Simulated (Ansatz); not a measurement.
Start of a relaxation, Ni put at a top Sn site (SnO, P4/nmm (No. 129), (0 0 1) face):

```xyz
9
Lattice="3.8371 0.0000 0.0000 0.0000 3.8371 0.0000 0.0000 0.0000 26.0788" Properties=species:S:1:pos:R:3 pbc="T T T"
Sn    1.9185    0.0000    8.5000
O     0.0000    0.0000    9.6584
O     1.9185    1.9185    9.6584
Sn    0.0000    1.9185   10.8167
Sn    1.9185    0.0000   13.2866
O     0.0000    0.0000   14.4535
O     1.9185    1.9185   14.4535
Sn    0.0000    1.9185   15.6228
Ni    0.0000    1.9185   18.2628
```

Computed with DFT PBE+D3(BJ), scalar-relativistic, plane waves, PAW (Ansatz). Settings: cutoff 420 eV, Γ-centred mesh 8×8×1 on the computed 9-atom cell, Gaussian smearing of 0.10 eV; collinear spin from starting moments 0 0 0 0 0 0 0 0 2 μB. A dipole correction removes the field between periodic images along c.

Atoms 1, 2, 3, 4 (counted from 1) are held. The cell is fixed. Force threshold 0.03 eV/Å.

| step | E − E_final (eV) | largest force (eV/Å) |
| --- | --- | --- |
| 1 | 0.176 | 0.644 |
| 2 | 0.091 | 0.748 |
| 3 | 0.012 | 0.482 |
| 4 | 0.003 | 0.184 |
| 5 | 0.000 | 0.015 |
| 6 | 0.000 | 0.015 |

Question: What is the final structure?

Answer:
```yaml
crystal:
  lattice:
    - [3.83710, 0.00000, 0.00000]
    - [0.00000, 3.83710, 0.00000]
    - [0.00000, 0.00000, 26.07883]
  atoms:
    - { symbol: Sn, position: [0.50000, 0.00000, 0.32593] }
    - { symbol: O, position: [0.00000, 0.00000, 0.37035] }
    - { symbol: O, position: [0.50000, 0.50000, 0.37035] }
    - { symbol: Sn, position: [0.00000, 0.50000, 0.41477] }
    - { symbol: Sn, position: [0.50000, 0.00000, 0.50641] }
    - { symbol: O, position: [0.00000, 0.00000, 0.55212] }
    - { symbol: O, position: [0.50000, 0.50000, 0.55212] }
    - { symbol: Sn, position: [0.00000, 0.50000, 0.59468] }
    - { symbol: Ni, position: [0.00000, 0.50000, 0.68514] }
```

The end is the local minimum or symmetric point that this start leads to.

The cell holds one magnetic atom, so it can only be ferromagnetic; an antiferromagnetic order may lie lower. An atom lies near a switch of its D3 coefficient C6 between reference coordination numbers, so the dispersion energy changes steeply there and can make or shift the minimum.

Cost: 1 run of about 9.6 core-minutes, on Arm Neoverse V2 (shared hosts).